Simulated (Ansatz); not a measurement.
The start is a generated cell, SnO built in the NiAs structure type. The structure is fully relaxed (lattice and positions, P = 0) with r2SCAN (plane waves to 500 eV, PAW, scalar-relativistic; Ansatz, a program for electronic structure). First-step values are on the input's coarse k-mesh.

Ansatz input (later rounds restart from its end on a renewed k-mesh):
Ansatz 0.2 input:
```yaml
crystal:
  lattice:
    - [3.512739, 0, 0]
    - [-1.7563695, 3.0421212, 0]
    - [0, 0, 4.895898]
  atoms:
    - { symbol: Sn, position: [0, 0, 0] }
    - { symbol: Sn, position: [0, 0, 0.5] }
    - { symbol: O, position: [0.33333333, 0.66666667, 0.25] }
    - { symbol: O, position: [0.66666667, 0.33333333, 0.75] }
basis: { ecutwfc: 500, ecutrho_ratio: 4, xc_grid: 4, fft_grid_basis: typed }
kpoints: { mp_grid: { grid: [8, 8, 5] } }
hamiltonian:
  xc: r2scan
  dispersion: none
  pseudopotentials: { azcp: { folder: ./paw }, kind: paw }
scf: { occupations: { method: fermi_dirac, width: 0.05 } }
relax: { f_tol: 0.01, max_steps: 100, cell: { stress_tol: 0.02 } }
output: { forces: true, stress: true }
```

**Question.** What pressure does the first self-consistent step give?

**Answer.** +47 GPa (positive: the cell is compressed).

**Question.** By how much does the energy per atom fall from start to end?

**Answer.** 0.61 eV/atom.

**Question.** How does the volume per atom move from start to end?

**Answer.** +24.3 %, from 13.08 to 16.25 Å³/atom.

**Question.** How do the shortest distances between atoms change?

**Answer.** The closest pairs of elements (up to four, under 3.6 Å), start → end: O–Sn 2.37 → 2.55 Å; Sn–Sn 2.45 → 3.22 Å; O–O 3.18 → 3.41 Å.

**Question.** Is the relaxed structure metallic? Give its gap.

**Answer.** Zero (metallic).

**Question.** What does it relax into? Give the structure.

**Answer.** 
```cif
data_O2Sn2
_chemical_formula_sum 'Sn2 O2'
_space_group_name_H-M_alt 'P63/mmc'
_space_group_IT_number 194
_space_group_name_Hall '-P 6c 2c'
_cell_length_a 3.41250
_cell_length_b 3.41250
_cell_length_c 6.44693
_cell_angle_alpha 90.000
_cell_angle_beta 90.000
_cell_angle_gamma 120.000
loop_
_atom_site_label
_atom_site_type_symbol
_atom_site_symmetry_multiplicity
_atom_site_Wyckoff_symbol
_atom_site_fract_x
_atom_site_fract_y
_atom_site_fract_z
_atom_site_occupancy
Sn1 Sn 2 a 0.00000 0.00000 0.00000 1
O1 O 2 c 0.33333 0.66667 0.25000 1
```

The space group stays P6₃/mmc (No. 194) (the run could not lower it); the end is NiAs type, with 4 atoms in the primitive cell. Final values are on a 16×16×7 k-mesh of the relaxed cell. No spin polarisation in the result.

The run could not lower the symmetry of its start; a shaken copy of this end point relaxes with r2SCAN to P4/nmm (No. 129), 0.70 eV/atom lower.

The relaxed structure here is a generated cell of SnO: the first start was made by placing the elements on the sites of a structure type, and the end was not matched to a known phase here, so it may be hypothetical. Known forms of SnO include space group No. 129.
